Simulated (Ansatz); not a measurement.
Given:

MgCdTe2:
```yaml
crystal:
  lattice:
    - [2.28804, 1.32100, 7.44494]
    - [-2.28804, 1.32100, 7.44494]
    - [0.00000, -2.64200, 7.44494]
  atoms:
    - { symbol: Mg, position: [0.49925, 0.49925, 0.49925] }
    - { symbol: Cd, position: [0.00038, 0.00038, 0.00038] }
    - { symbol: Te, position: [0.12619, 0.12619, 0.12619] }
    - { symbol: Te, position: [0.62420, 0.62420, 0.62420] }
```

This is the PBEsol-relaxed structure. x, y and z are the axes in which the lattice vectors are written.

Q: All from PBEsol in the plane-wave PAW code Ansatz, unless another level is named. Estimate the Poisson's ratio.

A: 0.35.

Q: Next, the piezoelectric stress constants (proper, relaxed ions, C/m²)?

A: e15 = e24 = -0.04, e16 = e21 = 0.07, e22 = -0.07, e33 = 0.12.

Q: What about the elastic constants (relaxed ions, GPa)?

A: C11 = 59.7, C12 = 30.5, C13 = 26.4, C14 = -4.7, C33 = 61.0, C44 = 10.9.

Space group R3m. The workflow started from a Materials Project entry (that database holds measured and hypothetical structures alike); the Crystallography Open Database copy checked does not list it. With Mg and Cd taken as one species the cell has the higher symmetry F-43m, so it may be an ordered model of a mixed-site phase. Whether it is the stable phase at ambient conditions was not checked. Symmetry was held in the PBEsol relaxation; whether a distortion lowers the energy is not shown. Scalar-relativistic: spin–orbit coupling is off unless named, which matters more the heavier the elements.

Potentials: the later of the program's two PAW sets.
